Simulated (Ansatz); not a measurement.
Trial structure of Lu3Bi, not yet relaxed:

```
CELL_PARAMETERS angstrom
4.61686 0.00000 0.00000
0.00000 4.61686 0.00000
0.00000 0.00000 4.50382
ATOMIC_POSITIONS crystal
Lu 0.00000 0.50000 0.50000
Lu 0.50000 0.00000 0.50000
Lu 0.50000 0.50000 0.00000
Bi 0.00000 0.00000 0.00000
```

Method: DFT PBE, scalar-relativistic, plane waves, PAW (Ansatz). Settings: cutoff 420 eV, Γ-centred mesh 4×4×4 on the computed 4-atom cell, Gaussian smearing of 0.10 eV; no spin polarisation.

Formation energies are uncorrected and refer to the elements' standard structures at the same level.

Question: Estimate its pressure, forces and energy as it stands.

Answer: The pressure is 9.1 GPa (the mean over three directions, positive in compression), the largest force is 0.00 eV/Å (symmetry fixes the atoms), and the energy is −0.13 eV/atom against the elements. The shortest distance is 3.22 Å.

Question: How much does it gain on relaxing, and where does it end?

Answer: Relaxing gains under 0.1 eV/atom (the start's value is from the coarse mesh, so the gain is rough) in 11 ionic steps and ends at −0.23 eV/atom on the finer mesh. The symmetry goes from P4/mmm (No. 123) to Pm-3m (No. 221). The end has the Cu3Au (L1_2) type. The volume per atom grows by 14.3 %, from 24.0 to 27.4 Å³. The shortest distance goes from 3.22 Å (Lu–Bi and Lu–Lu) to 3.38 Å (Lu–Bi and Lu–Lu). Conventional cell: a = 4.787 Å. Lu has 4 Bi at 3.38 Å and 8 Lu at 3.38 Å; around Bi lie 12 Lu at 3.38 Å.

The last run used a 10×10×10 mesh for its 4-atom cell and Gaussian smearing of 0.10 eV. The end has P4/mmm (No. 123) at a tolerance of 0.01 Å; the cell shown is made exact in the group found at 0.05 Å. Spin–orbit coupling, which can matter for Bi, is left out. The cell is a metal run without spin; a magnetic state may lie lower. The relaxation can't lower the symmetry of the start. Symmetry constrained the relaxation, so the result can be a saddle point. Another cell of Lu3Bi relaxed alike, in Pm-3n, lies 15 meV/atom lower, so this cell isn't the stable form at this level.
